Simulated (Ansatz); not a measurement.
TiRu (CsCl type)

```xyz
2
Lattice="3.0210 0.0000 0.0000 0.0000 3.0210 0.0000 0.0000 0.0000 3.0210" Properties=species:S:1:pos:R:3 pbc="T T T"
Ti     0.0000     0.0000     0.0000
Ru     1.5105     1.5105     1.5105
```

The slice is a {110} plane (indices of the conventional cell) through the point (0.500, 0.500, 0.500) (fractional), spanned by u = [100] and v = [011] in vectors of this cell: u (3.02 Å) and v (4.27 Å, at 90° to u). It covers one period; positions are fractions (u, v).

Computed with LDA (plane waves to 420 eV, PAW, scalar-relativistic; Ansatz, an electronic-structure program). k mesh 15×15×15. These are valence fields of a PAW run, semicore shells included where kept as valence: close to a nucleus they are smooth pseudo fields. TiRu is run without spin polarisation. TiRu was relaxed with its symmetry unable to fall.

Three fields on this plane, each scaled to ten steps between its own extremes (0 low, 9 high; the total valence density on a logarithmic scale, the potential cut 8 eV below its top; x marks points blanked near nuclei; v = 0 in the bottom row):

Map A
```
|xxxxx36963xxxx|
|xxxxx47974xxxx|
|xxxx5689865xxx|
|xxx666555666xx|
|55664211124665|
|66631xxxxx1366|
|8731xxxxxxx137|
|751xxxxxxxxx15|
|530xxxxxxxxx03|
|420xxxxxxxxx02|
|530xxxxxxxxx03|
|751xxxxxxxxx15|
|8731xxxxxxx137|
|66631xxxxx1366|
|55664211124665|
|xxx666555666xx|
|xxxx5689865xxx|
|xxxxx47974xxxx|
|xxxxx36963xxxx|
|xxxxx26962xxxx|
```

Map B
```
|xxxxx74347xxxx|
|xxxxx63336xxxx|
|xxxx9532359xxx|
|xxx964323469xx|
|99764444444679|
|44445xxxxx5444|
|2225xxxxxxx522|
|112xxxxxxxxx21|
|002xxxxxxxxx20|
|002xxxxxxxxx20|
|002xxxxxxxxx20|
|112xxxxxxxxx21|
|2225xxxxxxx522|
|44445xxxxx5444|
|99764444444679|
|xxx964323469xx|
|xxxx9532359xxx|
|xxxxx63336xxxx|
|xxxxx74347xxxx|
|xxxxx84348xxxx|
```

Map C
```
|xxxxx28982xxxx|
|xxxxx48984xxxx|
|xxxx0689860xxx|
|xxx046666640xx|
|01344311134431|
|66640xxxxx0466|
|8850xxxxxxx058|
|974xxxxxxxxx47|
|872xxxxxxxxx27|
|861xxxxxxxxx16|
|872xxxxxxxxx27|
|974xxxxxxxxx47|
|8850xxxxxxx058|
|66640xxxxx0466|
|01344311134431|
|xxx046666640xx|
|xxxx0689860xxx|
|xxxxx48984xxxx|
|xxxxx28982xxxx|
|xxxxx18981xxxx|
```

Problem. Assign the maps to these fields: electron localisation function (ELF); valence electron density; electrostatic potential energy of an electron, from the cell's mean.

Solution. A is the electron localisation function (ELF); B is the valence electron density; C is the electrostatic potential energy of an electron, from the cell's mean.
